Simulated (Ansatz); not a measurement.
## CdTe (zincblende type) under strong compression

```yaml
crystal:
  lattice:
    - [0.00000, 3.30794, 3.30794]
    - [3.30794, 0.00000, 3.30794]
    - [3.30794, 3.30794, 0.00000]
  atoms:
    - { symbol: Cd, position: [0.00000, 0.00000, 0.00000] }
    - { symbol: Te, position: [0.25000, 0.25000, 0.25000] }
```

The cell comes from a relaxation on PAW files under the same functional, begun from a prototype that needn't be the stable phase.

Its volume is scaled at fixed shape and fractional positions.

All numbers are PBE results (scalar-relativistic) from Ansatz 0.2.0, with a Γ-centred 11×11×11 k mesh, Fermi–Dirac smearing of 0.08 eV, no spin polarisation. Methods: LAPW: all electrons, basis error target 1 meV/atom; PAW: frozen-core files, cutoff 420 eV; crystal datasets: all electrons, by PAW datasets that the program makes for each cell; norm-conserving: pseudopotentials, cutoff 1120 eV; PAW (cutoff 600 eV): frozen-core files, cutoff 600 eV.

Energies are extrapolated to zero smearing and count from the unscaled cell; pressure is positive in compression; gaps take the mesh and a band path. No temperature or zero-point motion is included.

Spin–orbit coupling is left out, which matters for the heavy atoms.

| V/V0 | V (Å³/atom) | P LAPW (GPa) | ΔE LAPW (eV/atom) | P PAW − LAPW (GPa) | ΔE PAW − LAPW (meV/atom) | gap (eV) |
| --- | --- | --- | --- | --- | --- | --- |
| 1.00 | 36.20 | 0.05 | 0.000 | -0.01 | 0.0 | 0.59 |
| 0.94 | 34.03 | 2.59 | 0.017 | -0.01 | -0.2 | – |
| 0.88 | 31.85 | 6.18 | 0.075 | -0.02 | -0.3 | – |
| 0.80 | 28.96 | 13.47 | 0.247 | -0.03 | -0.7 | – |
| 0.72 | 26.06 | 25.4 | 0.589 | -0.04 | -1.2 | – |
| 0.64 | 23.17 | ? | 1.216 | -0.03 | -1.8 | – |
| 0.55 | 19.91 | 87.8 | ? | -0.02 | -2.2 | 0.89 |

Task: What belongs in the row "0.55", column "ΔE LAPW (eV/atom)"?

Result: 2.525.

Task: Fill in "P LAPW (GPa)" for the row "0.64".

Result: 45.7.

Task: Fit the Vinet equation to the LAPW pressures over the whole range, with residuals weighted by 1/(|P| + 0.03·Pmax).

Result: V0 = 36.26 Å³/atom, B0 = 33.9 GPa and B0′ = 5.25, and the fit misses no point by more than 0.76 GPa. A fit over so wide a range pins B0 less well than one near rest.

Task: At the smallest volume, how far do crystal datasets and norm-conserving and PAW (cutoff 600 eV) lie from LAPW in pressure?

Result: crystal datasets: 0.00 GPa; norm-conserving: +0.18 GPa; PAW (cutoff 600 eV): -0.04 GPa, on a LAPW pressure of 87.8 GPa.

Task: How do the Löwdin populations by LAPW change from the unscaled cell to the last row?

Result: Cd 5s 0.89 → 0.77, Cd 4d 9.99 → 9.94, Te 5s 1.91 → 1.80, Te 5p 5.02 → 5.22 electrons an atom. These are projections on the shells that the free atoms fill; 0.20 e a cell lies outside them at the start and 0.31 e at the end.
